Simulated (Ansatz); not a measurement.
Here is the system:

AlSiGeN:
```yaml
crystal:
  lattice:
    - [1.77644, 1.02563, 6.07032]
    - [-1.77644, 1.02563, 6.07032]
    - [0.00000, -2.05126, 6.07032]
  atoms:
    - { symbol: Al, position: [0.97971, 0.97971, 0.97971] }
    - { symbol: N, position: [0.87619, 0.87619, 0.87619] }
    - { symbol: Ge, position: [0.51271, 0.51271, 0.51271] }
    - { symbol: Si, position: [0.38136, 0.38136, 0.38136] }
```

This is the r²SCAN-relaxed structure.

All from r²SCAN in the plane-wave PAW code Ansatz, unless another level is named. Predict the electronic character.

metallic (no gap).

Give the density of states at the Fermi level.

0.43 states/eV per atom (mean over ±0.08 eV).

And the formation energy from the elements (no fitted shifts)?

0.37 eV/atom.

Space group R3m. The start of the workflow was typed in or built on a structure type; neither database checked (COD, Materials Project) lists it. Whether it is the stable phase at ambient conditions was not checked. The cell was relaxed with r²SCAN under the symmetry of its start; its stability against distortions is not shown here. Its formation energy is positive at this level, so the cell may be metastable or incomplete. The references are the lowest solids computed at this level, not always the standard phases (solids in place of the gases). Spin–orbit coupling is left out wherever it is not named.

Potentials: the earlier of the program's two PAW sets.
